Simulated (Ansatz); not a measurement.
A trial cell of Mg3ZrN, before relaxation:

```cif
data_structure
_symmetry_space_group_name_H-M 'P4/mmm'
_symmetry_Int_Tables_number 123
_cell_length_a 3.3876
_cell_length_b 3.3876
_cell_length_c 6.7021
_cell_angle_alpha 90.000
_cell_angle_beta 90.000
_cell_angle_gamma 90.000
_cell_volume 76.91
loop_
_atom_site_label
_atom_site_type_symbol
_atom_site_symmetry_multiplicity
_atom_site_Wyckoff_symbol
_atom_site_fract_x
_atom_site_fract_y
_atom_site_fract_z
_atom_site_occupancy
Mg1 Mg 1 a 0.00000 0.00000 0.00000 1
Mg2 Mg 2 h 0.50000 0.50000 0.21674 1
Zr1 Zr 1 d 0.50000 0.50000 0.50000 1
N1 N 1 b 0.00000 0.00000 0.50000 1
```

The calculation used DFT PBE, scalar-relativistic, plane waves, PAW in Ansatz 0.2.0. Cutoff 420 eV, Gaussian smearing, Γ-centred meshes. Cell and atoms relax first on a coarse mesh and then on a finer one. In between, the cell is made exact in the group found at 0.06 Å. In metals the finer mesh still leaves noise of several meV/atom or more. The steps can't lower the symmetry of their start. No spin polarisation in the relaxation; trial moments died out in a coarse test.

A guess keeps its type if space group and coordination stay and the shape of the cell changes little (axis ratios within about 15 %, angles within 6°); the volume may change.

Question: Does it keep its structure type, or change into something else?

Answer: It doesn't keep its type. The symmetry stays P4/mmm (No. 123). The volume per atom grows by 40.6 %, from 15.4 to 21.6 Å³. The shortest distance goes from 1.90 Å (Mg–Zr) to 2.19 Å (Zr–N). The ratio c/a of the conventional cell changes by a factor of 1.83. Counting neighbours within 15 % of an atom's shortest distance, the start has Mg 1/8, N 4, Zr 2 and the end Mg 9/12, N 4, Zr 4. In detail, at the end Mg on a site of symmetry 4/mmm has 12 Mg at 3.10–3.21 Å; around Zr lie 4 N at 2.19 Å, 4 Zr at 3.10 Å and 2 Mg at 3.27 Å; around N lie 4 Zr at 2.19 Å; 1 more site not described.

```
CELL_PARAMETERS angstrom
3.10085 0.00000 0.00000
0.00000 3.10085 0.00000
0.00000 0.00000 11.24469
ATOMIC_POSITIONS crystal
Mg 0.00000 0.00000 0.00000
Mg 0.50000 0.50000 0.20906
Mg 0.50000 0.50000 0.79094
Zr 0.50000 0.50000 0.50000
N 0.00000 0.00000 0.50000
```

The last run used a 12×12×4 mesh (in the run's order of axes) for its 5-atom cell and Gaussian smearing of 0.10 eV. A structure relaxed within its symmetry needn't be a true minimum.

In counts of neighbours, a slash parts the counts of unlike sites.
